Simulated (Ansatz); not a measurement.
VSi2 (space group P6_422)

```xyz
9
Lattice="4.5232 0.0000 0.0000 -2.2616 3.9172 0.0000 0.0000 0.0000 6.3200" Properties=species:S:1:pos:R:3 pbc="T T T"
V     -1.1308     1.9586     2.1067
V      2.2616     0.0000     0.0000
V      1.1308     1.9586     4.2134
Si     2.2616     2.6385     0.0000
Si    -1.1542     3.2778     4.2134
Si     1.1073     0.6393     2.1067
Si     0.0000     1.2786     0.0000
Si     3.4158     0.6393     4.2134
Si     1.1542     3.2778     2.1067
```

Equation-of-state scan: isotropic scaling of the cell above, V₀ being its volume. The atoms relax within the cell's symmetry.

Computed with PBEsol (plane waves to 420 eV, PAW, scalar-relativistic; Ansatz, a program for electronic structure). k mesh 12×12×8 (Γ-centred), Fermi-Dirac smearing 0.05 eV. The energy includes the smearing's −TS. Stress and pressure are positive under compression. With the shape held, the modulus is that of even scaling; a crystal free to change shape is softer. VSi2 is run without spin polarisation. VSi2 was relaxed with its symmetry unable to fall. ΔE is measured from the relaxed starting cell. The last digit holds for this mesh only.

| V (Å³/atom) | ΔE (meV/atom) |
|---|---|
| 10.451 | 253.5 |
| 10.949 | 131.6 |
| 11.447 | 54.2 |
| 11.944 | 12.6 |
| 12.442 | 0.0 |
| 12.940 | 10.9 |
| 13.437 | 40.8 |
| 13.935 | withheld |
| 14.433 | 143.4 |

**Question.** Fit a third-order Birch-Murnaghan form (E₀, V₀, B₀, B₀′ free) to the given rows and predict ΔE at V = 13.935.

**Answer.** Least squares on the 8 given rows: ΔE = E₀ + (9V₀B₀/16)·y²·[2 + (B₀′ − 4)y], y = (V₀/V)^(2/3) − 1, with V₀ = 12.443 Å³/atom, B₀ = 187.5 GPa (160.2 GPa = 1 eV/Å³; the term in eV is multiplied by 1000), B₀′ = 4.27, E₀ = 0.09 meV/atom; root-mean-square residual 0.10 meV/atom. At 13.935 the fit gives 85.9 meV/atom; the calculation gives 85.9 meV/atom, the same to the digits shown. For the pressure the fit gives -16.7 GPa against the computed -16.7 GPa.

(Under strain, the slope of the energy per volume gives the stress and its curvature an elastic modulus.)
